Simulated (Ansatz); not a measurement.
## LiRh: enthalpy against pressure

LiRh, P-6m2, a = 2.626 Å, c = 4.326 Å. The structure is a Materials Project entry; whether it is the stable form wasn't checked. Ansatz: PBEsol, PAW, 420 eV, Γ-centred 18×18×10 mesh on 2 atoms, Gaussian smearing 0.10 eV; no spin polarisation. Cell and atoms are relaxed at each pressure, and no other structure is tried, so the rows at high pressure may lie past a change of phase. y is the enthalpy over the state at zero pressure; there V0 = 12.914 Å³/atom. The pressures are the targets, met within 0.02 GPa.

| P (GPa) | y (eV/atom) |
| --- | --- |
| -3.0 | -0.2451 |
| 0.0 | 0.0000 |
| 3.0 | 0.2387 |
| 8.0 | ? |
| 15.0 | 1.1426 |
| 30.0 | 2.1898 |
| 60.0 | 4.0916 |

**Question.** Fit y = c1 P + c2 P² + c3 P³ to the other rows, say what c1 and c2 mean, and predict the missing value.

**Answer.** Least squares on the rows shown. y = 0.080183 P − 0.00028083 P² + 1.3503×10⁻⁶ P³. Since dH/dP = V, c1 is V0: 0.080183 eV/GPa × 160.2 = 12.845 Å³ against 12.914; c2 = −V0/(2B0) gives B0 = 143 GPa, where a Birch–Murnaghan fit to the volumes of the same runs (not shown) gives 114 GPa: a cubic over this range folds the higher terms into c2. At P = 8.0 the fit asked for gives 0.6242 eV/atom. The run gave 0.6243 eV/atom, so the fit is 0.0001 eV/atom too low, within the rms miss on the fitted rows (0.0012 eV/atom).

The mesh isn't the same in all rows (18×18×10, 21×21×10, 21×21×12).